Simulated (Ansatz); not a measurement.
A scan (energy against volume; even scaling of the relaxed cell, symmetry kept) gave these values. Level of theory: PBE (plane waves to 420 eV, PAW, scalar-relativistic; Ansatz, a quantum-chemistry and plane-wave program).

| Quantity | Value |
|---|---|
| Bulk modulus at fixed cell shape B₀ (third-order Birch-Murnaghan fit) | 118 GPa |
| Pressure derivative B₀′ (fit) | 4.4 |
| Equilibrium volume of the fit | 16.64 Å³/atom |

Task: Of these crystals, all scanned alike, which one is it?
A. MoSi₂ (MoSi2 type, space group I4/mmm)
B. La₂O₃ (A-La2O3 type, space group P-3m1)
C. Te (trigonal-Te type, space group P3_121)

Result: B, La₂O₃ (A-La2O3 type, space group P-3m1). The others have, for the bulk modulus at fixed cell shape: MoSi2 205 GPa, Te 23.2 GPa

All were relaxed with their symmetry unable to fall. La2O3 is run without spin polarisation. MoSi2 is run without spin polarisation. Spin-orbit coupling is left out. The PAW data are Ansatz's earlier set. With the shape held, the modulus is that of even scaling; a crystal free to change shape is softer.

(A scan under strain: stresses follow from slopes of the energy per volume, elastic moduli from its curvatures.)
